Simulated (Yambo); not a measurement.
**Ba2WZnO6: lowest vertical excitons**

```
CELL_PARAMETERS angstrom
      0.00000     4.13025     4.13025
      4.13025     0.00000     4.13025
      4.13025     4.13025     0.00000
ATOMIC_POSITIONS crystal
  O  0.76234 0.23766 0.76234
  O  0.23766 0.76234 0.23766
  O  0.76234 0.23766 0.23766
  O  0.23766 0.76234 0.76234
  O  0.76234 0.76234 0.23766
  O  0.23766 0.23766 0.76234
  Zn 0.50000 0.50000 0.50000
  Ba 0.75000 0.75000 0.75000
  Ba 0.25000 0.25000 0.25000
  W  0.00000 0.00000 0.00000
```

The geometry is that of Materials Project entry mp-548615, symmetrised and not relaxed again.

BSE in Yambo on norm-conserving PBEsol (Quantum ESPRESSO, 84 Ry, without SOC) bands: 4×4×4 mesh, 22 valence and 9 conduction bands, static screening with 97 bands and a 3 Ry block, scissor 1.56 eV, Tamm-Dancoff; field along x.

```
state  energy (eV)  states within 2 meV  relative strength   class    main transitions
-----  -----------  -------------------  -----------------  ------  ------------------
1             3.62                    1             < 0.01    dark  several band pairs
2             3.73                    3             < 0.01    dark  several band pairs
3             3.83                    3             < 0.01    dark  several band pairs
4             3.91                    3             < 0.01    dark  several band pairs
5             4.01                    2             < 0.01    dark  several band pairs
6             4.08                    3               1.00  strong  several band pairs
7             4.09                    2               0.03    weak      VB → CB (93 %)
8             4.17                    1             < 0.01    dark  several band pairs
9             4.18                    1             < 0.01    dark      VB → CB (92 %)
10            4.24                    3             < 0.01    dark      VB → CB (98 %)
```

These are vertical excitations (zero momentum). The direct quasiparticle gap on this mesh is 4.49 eV; counted from there, state 1 is bound by 0.87 eV. Convergence with the mesh was not shown.

Spin singlets only. Strengths are relative to the strongest of the lowest states of this run; strong means a line over 3 % of the spectrum's maximum, dark under 0.03 %. Absolute energies carry the error of the G0W0 scissor, whose convergence isn't established.

Spin-orbit coupling is left out, which matters for elements this heavy: edges can move by tenths of an eV.

With a shallow 3d shell G0W0 needs far more bands and larger blocks than here, so the scissor is uncertain by tenths of an eV or more.
